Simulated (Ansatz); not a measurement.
Ansatz (a first-principles code) input:

Ansatz 0.2 input:
```yaml
crystal:
  lattice:
    - [0.0, 2.5972149854, 2.5972149854]
    - [2.5972149854, 0.0, 2.5972149854]
    - [2.5972149854, 2.5972149854, 0.0]
  atoms:
    - { symbol: Ru, position: [0.0, 0.0, 0.0] }
    - { symbol: Nb, position: [0.5, 0.5, 0.5] }
kpoints:
  mp_grid: { grid: [10, 10, 10] }
  band_path:
    path:
      - [[0.0, 0.0, 0.0], [0.5, 0.0, 0.5], [0.625, 0.25, 0.625]]  # Γ-X-U
      - [[0.375, 0.375, 0.75], [0.0, 0.0, 0.0], [0.5, 0.5, 0.5], [0.5, 0.25, 0.75], [0.5, 0.0, 0.5]]  # K-Γ-L-W-X
    npoints: 12
basis: { xc_grid: 2 }
hamiltonian:
  xc: pbe
  pseudopotentials: { kind: paw }
magnetization: { noncollinear: true, spin_orbit: true }
scf:
  n_extra_bands: 13
  convergence: { dr2_threshold: 0.0000000001 }
  occupations: { method: gaussian, width: 0.05 }
output: { eigenvalues: true }
```

Output (shortened):

```
Pseudopotentials: kind: paw_fr
Pseudopotential: Ru, paw_fr, valence charge 16
Pseudopotential: Nb, paw_fr, valence charge 13
Functional definition: PBE
non-collinear run that drives no moment, with spin-orbit …
Crystal: 2 atoms, lattice volume = 35.039 Å³
Basis set: ecut = 420 eV, 701 PW (Γ), exchange–correlation on 50×50×50 points (8 copies of the dense FFT grid, shifted against one another)
Bands: 42, of which v1, the nominal top of the filled ones, is band 29 counted from 1 (28 counted from 0)
Symmetry: 48 space group operations + 48 with time reversal
k-points: 47 of 1000
Projection manifold: j_resolved (fully-relativistic pseudo-atomic orbitals)
Initial density: superposition of atomic densities (chi_scale 0.1, normalization cell, long waves kept (reshape's long-wave potential 0.00 eV rms))
Initial wavefunctions: pseudopotential atomic-orbital guess
Eigensolver: davidson
Functional: x = pbe(κ = 0.804, μ = 0.2195149727645171), c = pbe(β = 0.06672455060314922)
SCF iter   1: F=—  HF=-10433.747400 eV  |F-HF|=—  |Δ(HF+E_count)|=         —  Δρ=1.10e-1  dr2=4.68e0  dr2_m=0.00e0 (ungated)  ethr=3.10e-3  |M|=0.00e0 ∫|m|=0.00e0 μB  |m|>n=0.0e0 m-floor=0.0e0 τ_xc=0.0e0  β_m=0.30  ⟨swp⟩=7.3  Hψ=4565  notcnv=0  defer=22
all-band conjugate gradients solve this SCF's bands
preconditioner: auto → Kerker (q_TF=auto, 2.644 Å⁻¹)
spin=Noncollinear: Kerker preconditioning applied to the charge; magnetization (m_x, m_y, m_z) channels mix plain (no charge-response kernel on spin).
SCF iter   2: F=—  HF=-10433.066938 eV  |F-HF|=—  |Δ(HF+E_count)|=   6.80e-1  Δρ=5.31e-2  dr2=9.34e-1  dr2_m=0.00e0 (ungated)  ethr=3.10e-3  |M|=0.00e0 ∫|m|=0.00e0 μB  |m|>n=0.0e0 m-floor=0.0e0 τ_xc=0.0e0  β_m=0.37  ⟨swp⟩=2.4  Hψ=1688  notcnv=0  defer=260
preconditioner: auto → none
SCF iter   3: F=—  HF=-10432.864046 eV  |F-HF|=—  |Δ(HF+E_count)|=   2.03e-1  Δρ=4.14e-2  dr2=7.37e-1  dr2_m=0.00e0 (ungated)  ethr=3.10e-3  |M|=0.00e0 ∫|m|=0.00e0 μB  |m|>n=0.0e0 m-floor=0.0e0 τ_xc=0.0e0  β_m=0.35  ⟨swp⟩=2.1  Hψ=1380  notcnv=0  defer=260
SCF iter   4: F=—  HF=-10432.786366 eV  |F-HF|=—  |Δ(HF+E_count)|=   7.77e-2  Δρ=1.20e-2  dr2=2.74e-2  dr2_m=0.00e0 (ungated)  ethr=2.54e-3  |M|=0.00e0 ∫|m|=0.00e0 μB  |m|>n=0.0e0 m-floor=0.0e0 τ_xc=0.0e0  β_m=0.59  ⟨swp⟩=2.0  Hψ=1288  notcnv=0  defer=256
SCF iter   5: F=—  HF=-10432.793739 eV  |F-HF|=—  |Δ(HF+E_count)|=   7.37e-3  Δρ=2.94e-3  dr2=3.37e-3  dr2_m=0.00e0 (ungated)  ethr=9.43e-5  |M|=0.00e0 ∫|m|=0.00e0 μB  |m|>n=0.0e0 m-floor=0.0e0 τ_xc=0.0e0  β_m=0.59  ⟨swp⟩=2.1  Hψ=1855  notcnv=0  defer=256
SCF iter   6: F=—  HF=-10432.793504 eV  |F-HF|=—  |Δ(HF+E_count)|=   2.35e-4  Δρ=5.21e-4  dr2=6.08e-5  dr2_m=0.00e0 (ungated)  ethr=1.16e-5  |M|=0.00e0 ∫|m|=0.00e0 μB  |m|>n=0.0e0 m-floor=0.0e0 τ_xc=0.0e0  β_m=0.74  ⟨swp⟩=1.4  Hψ=894  notcnv=0  defer=256
SCF iter   7: F=—  HF=-10432.793506 eV  |F-HF|=—  |Δ(HF+E_count)|=   2.08e-6  Δρ=4.44e-5  dr2=2.03e-7  dr2_m=0.00e0 (ungated)  ethr=2.10e-7  |M|=0.00e0 ∫|m|=0.00e0 μB  |m|>n=0.0e0 m-floor=0.0e0 τ_xc=0.0e0  β_m=0.77  ⟨swp⟩=2.1  Hψ=1129  notcnv=0  defer=256
SCF iter   8: F=—  HF=-10432.793509 eV  |F-HF|=—  |Δ(HF+E_count)|=   3.05e-6  Δρ=5.40e-6  dr2=4.33e-9  dr2_m=0.00e0 (ungated)  ethr=6.99e-10  |M|=0.00e0 ∫|m|=0.00e0 μB  |m|>n=0.0e0 m-floor=0.0e0 τ_xc=0.0e0  β_m=0.84  ⟨swp⟩=2.1  Hψ=1472  notcnv=0  defer=256
SCF iter   9: F=-10432.793509 eV  HF=-10432.793509 eV  |F-HF|=1.09e-11  |Δ(HF+E_count)|=  4.58e-10  Δρ=3.48e-7  dr2=3.23e-11  dr2_m=0.00e0 (ungated)  ethr=1.00e-12  |M|=0.00e0 ∫|m|=0.00e0 μB  |m|>n=0.0e0 m-floor=0.0e0 τ_xc=0.0e0  ⟨swp⟩=7.3  Hψ=4031  notcnv=0
SCF 1 converged in 9 iterations: F = -10432.793509 eV  dr2 = 3.23e-11
NSCF: frozen V_eff on 74 k-points
SCF converged after 9 iterations
Magnetization: |M| = 0.0000 μB,  M = (+0.0000, +0.0000, +0.0000) μB
Absolute magnetization: 0.0000 μB (∫|m|)
  site 0: m = (+0.0000, +0.0000, +0.0000) μB, |m| = 0.0000 μB  (R = 1.07 Å)
  site 1: m = (+0.0000, +0.0000, +0.0000) μB, |m| = 0.0000 μB  (R = 1.07 Å)
Free energy (F): -10432.793509 eV
Harris-Foulkes:  -10432.793509 eV  (|F-HF|=1.09e-11)
Internal energy: -10432.791313 eV  (E = F + TS)
E sigma→0 (E₀):  -10432.792411 eV
Entropy (-TS):   -0.002197 eV (-1.098 meV/atom)
Fermi energy:    18.166952 eV
--- Per-component energies (eV) ---
  E_band       = -204.645758
  E_kinetic    = 911.643755
  E_local      = -2355.982933  (includes V_loc(G=0)·N_el)
  E_nonlocal   = 465.210258
  E_hartree    = 778.997613
  E_xc         = -365.663927
  E_vxc        = -451.560854  (∫ρ·V_xc dr)
  E_paw        = -6537.810579  (= ΣΔE_a)
  E_vpaw       = -331.951182  (= ΣTr[D̂ρ^β])
  E_aug_tail   = -0.000158  (compensation charges beyond the density's cutoff)
  E_ewald      = -3329.185343
  E_smearing   = -0.002197  (= −TS)
  E_closure    =  0.000000  (closes the sum)
  Σ components = -10432.793509   (vs F -10432.793509, Δ=0.00e0)
  [band-id]    e_kinetic+e_local+e_nonlocal+2·e_hartree+e_vxc+e_vpaw+e_augmentation_tail = -204.645889   (vs E_band -204.645758, Δ=-1.31e-4)
--- Band table (eV; the first three rows and the last of 47) ---
  k-point 0: bands = ["-54.0254", "-54.0254", "-37.0646", "-37.0646", "-26.4294", "-26.4294", "-23.0609", "-23.0609", "-23.0609", "-23.0609", "-14.5223", "-14.5223", "-12.3932", "-12.3932", "-12.3932", "-12.3932", "11.6546", "11.6546", "13.8291", "13.8291", "13.8291", "13.8291", "14.2614", "14.2614", "14.2614", "14.2614", "14.3754", "14.3754", "21.4361", "21.4361", "21.4361", "21.4361", "21.6448", "21.6448", "23.8179", "23.8179", "23.8179", "23.8179", "26.1223", "26.1223", "29.5537", "29.5537"]
  k-point 1: bands = ["-54.0250", "-54.0250", "-37.0645", "-37.0645", "-26.4294", "-26.4294", "-23.0614", "-23.0614", "-23.0607", "-23.0607", "-14.5310", "-14.5310", "-12.4090", "-12.4090", "-12.4012", "-12.4012", "11.8854", "11.8854", "13.9697", "13.9697", "13.9749", "13.9749", "14.2901", "14.2901", "14.4003", "14.4003", "14.4930", "14.4930", "21.2008", "21.2008", "21.2803", "21.2803", "21.4559", "21.4559", "23.2380", "23.2380", "23.2827", "23.2827", "26.5153", "26.5153", "29.2317", "29.2317"]
  k-point 2: bands = ["-54.0241", "-54.0241", "-37.0644", "-37.0644", "-26.4294", "-26.4294", "-23.0626", "-23.0626", "-23.0602", "-23.0602", "-14.5539", "-14.5539", "-12.4502", "-12.4502", "-12.4220", "-12.4220", "12.5416", "12.5416", "14.3116", "14.3116", "14.4010", "14.4010", "14.4206", "14.4206", "14.8047", "14.8047", "14.8892", "14.8892", "20.5656", "20.5656", "20.7921", "20.7921", "20.9115", "20.9115", "22.0096", "22.0096", "22.0982", "22.0982", "27.0656", "27.0656", "27.8827", "27.8827"]
  k-point 46: bands = ["-54.0208", "-54.0208", "-37.0556", "-37.0556", "-26.4476", "-26.4476", "-23.1096", "-23.1096", "-23.0766", "-23.0766", "-14.5729", "-14.5729", "-12.4950", "-12.4950", "-12.4767", "-12.4767", "13.8915", "13.8915", "14.8890", "14.8890", "15.0707", "15.0707", "15.2270", "15.2270", "16.5426", "16.5426", "17.5603", "17.5603", "19.0215", "19.0215", "19.5685", "19.5685", "20.1053", "20.1053", "20.4442", "20.4442", "21.8195", "21.8195", "22.8494", "22.8494", "26.0304", "26.0304"]
  band table: 42 of 42 bands, residual norms ≤ 1.0e-3 eV
```

Cost: around 24 core-seconds (rough) on shared cores.

Space group Fm-3m (rock salt). The start of the workflow was typed in or built on a structure type; neither database checked (COD, Materials Project) lists it. COD files the formula under space group No. 123, 221. Whether it is the stable phase at ambient conditions was not checked. The PBE relaxation kept the symmetry of its start; its stability against distortions is not shown here. No spin polarisation was allowed. Its formation energy is positive at this level, so the cell may be metastable or incomplete.

Potentials: the later of the program's two PAW sets.

Ansatz is a plane-wave DFT program.
